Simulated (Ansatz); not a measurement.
Si:
```xyz
8
Lattice="6.9016 1.9199 0.0000 -6.9016 1.9199 0.0000 -0.7452 0.0000 6.2821" Properties=species:S:1:pos:R:3 pbc="T T T"
Si    -6.7890     1.9199     5.4865
Si     6.0439     1.9199     0.7956
Si     0.3287     1.9199     4.1041
Si    -1.0738     1.9199     2.1780
Si    -4.0105     1.9199     0.3581
Si     3.2653     1.9199     5.9240
Si     2.6974     1.9199     3.6796
Si    -3.4426     1.9199     2.6025
```

Relaxed with PBEsol. DFT-PBEsol in the program Ansatz with PAW potentials gives a gap of 0.16 eV.

Problem. What gap does HSE06 give on the same cell (Ansatz, PAW)?

Solution. 0.79 eV, 0.63 eV more. The hybrid was solved on a coarser mesh and at special points; its gap is the smallest among all of these.

| k | v1 PBEsol | c1 PBEsol | v1 HSE06 | c1 HSE06 |
|---|---|---|---|---|
| Γ | 0.00 | 0.42 | 0.00 | 1.08 |
| Y2 | -0.42 | 0.25 | -0.44 | 0.89 |
| A | -0.98 | 0.81 | [?] | [?] |
| M2 | -0.80 | 0.16 | -0.88 | 0.79 |
| V2 | -1.94 | 0.70 | [?] | [?] |
| L2 | -1.48 | 0.89 | [?] | [?] |
| C | -1.68 | 0.93 | -1.81 | 1.58 |
| D | -1.86 | 1.24 | [?] | [?] |

Problem. Top valence (v1) and lowest conduction level (c1) in eV from each method's valence maximum (which need not be a listed point): supply the withheld HSE06 values.

Solution. 
- A, v1 HSE06: -1.03
- A, c1 HSE06: 1.48
- L2, v1 HSE06: -1.61
- L2, c1 HSE06: 1.56
- V2, v1 HSE06: -2.11
- V2, c1 HSE06: 1.35
- D, v1 HSE06: -2.02
- D, c1 HSE06: 1.92

Cost on shared cores: the PBEsol run (SCF on a 8×8×5 mesh, then bands and DOS) around 3 core-minutes (rough), the HSE06 run (SCF on 5×5×3, then a few points) roughly 9 core-minutes; the tasks are unlike.

Space group C2/m. The first step of the workflow began from a Materials Project structure, measured or hypothetical; the Crystallography Open Database copy checked does not list it. It is not the phase usual at ambient conditions (space group No. 227). The cell was relaxed with PBEsol under the symmetry of its start; its stability against distortions is not shown here.

Potentials: the earlier of the program's two PAW sets.
